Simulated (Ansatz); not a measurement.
**ScSi2, one cell by several methods**

```yaml
crystal:
  lattice:
    - [3.66000, 0.00000, 0.00000]
    - [-1.83000, 3.16965, 0.00000]
    - [0.00000, 0.00000, 3.87000]
  atoms:
    - { symbol: Sc, position: [0.00000, 0.00000, 0.00000] }
    - { symbol: Si, position: [0.33333, 0.66667, 0.50000] }
    - { symbol: Si, position: [0.66667, 0.33333, 0.50000] }
```

Atoms are numbered in the order listed.

The conventional cell has a = 3.660 Å, b = 3.660 Å, c = 3.870 Å, α = 90.00°, β = 90.00°, γ = 120.00°. Sc (atom 1) has 12 Si at 2.87 Å as nearest neighbours. Si (atom 2) has 3 Si at 2.11 Å as nearest neighbours.

The geometry is COD entry 1538810, unchecked; take it as a test cell.

Spin polarisation is left out, and whether a magnetic state lies lower isn't shown here.

Levels of theory: DFT, PBEsol, PAW with Ansatz's default frozen-core files, scalar-relativistic (Ansatz 0.2.0); DFT, PBEsol, all-electron LAPW, scalar-relativistic (Ansatz 0.2.0).

For PAW: a Γ-centred 13×13×11 k mesh, Fermi–Dirac smearing of 0.05 eV, cutoff 420 eV, no spin polarisation; the PAW files were made with PBE, and the program remakes their frozen cores for this functional. LAPW targets a basis error of 1 meV/atom. The Ansatz runs share mesh, smearing and spin set-up. Plane-wave (PAW) pressures include the program's estimate of the Pulay term.

Stress and pressure are positive in compression.

Levels count from the Fermi level.

PAW results:

| quantity | PAW |
| --- | --- |
| pressure (GPa) | 21.79 |
| stress xx (GPa) | 34.08 |
| stress zz (GPa) | -2.81 |
| highest filled level at A (eV) | -1.108 |
| lowest empty level at A (eV) | 0.320 |
| highest filled level at K (eV) | -2.195 |
| lowest empty level at K (eV) | 0.767 |

What does all-electron LAPW give for the same quantities?


| quantity | LAPW |
| --- | --- |
| pressure (GPa) | 21.66 |
| stress xx (GPa) | 33.91 |
| stress zz (GPa) | -2.82 |
| highest filled level at A (eV) | -1.107 |
| lowest empty level at A (eV) | 0.320 |
| highest filled level at K (eV) | -2.197 |
| lowest empty level at K (eV) | 0.767 |
